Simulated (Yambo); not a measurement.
G0W0@PBEsol for a free-standing CdO$_{2}$H$_{2}$ monolayer (symmetry P-3m1, slab cell 17.3 Å high) in Yambo. Reference settings: 6×6×1 Γ-centred k mesh, bands 9 to 188 and a 6 Ry block in the screening, 188 bands in G with the Bruneval-Gonze terminator, plasmon pole fitted at 27.2 eV, slab-truncated Coulomb interaction, stochastic integration of W near q = 0. The PBEsol gap Γ → Γ on this mesh is 2.23 eV; G0W0 gaps are taken between the same points.

The settings were changed. The gap went from 5.07 eV to 4.81 eV, and the shift of the valence edge from -1.58 eV to -1.13 eV.

Question: What was changed between the two runs?
(A) 126 bands in W, 126 bands in G
(B) 2 Ry block
(C) no terminator
(D) 126 bands in G, no terminator

Answer: D, 126 bands in G, no terminator. The others gave (gap, valence shift): 126 bands in W, 126 bands in G: 5.23, -1.58 eV; no terminator: 4.87, -1.26 eV; 2 Ry block: 5.31, -1.92 eV.

Spin-orbit coupling is included.

Geometry relaxed with PBEsol; primitive cell a = 3.5093 Å, b = 3.5093 Å, c = 17.3000 Å, α = 90.00°, β = 90.00°, γ = 120.00°.

This is a model layer cut from the bulk structure; whether it is stable on its own was not checked.

A shift is the quasiparticle energy of the state minus its PBEsol energy.
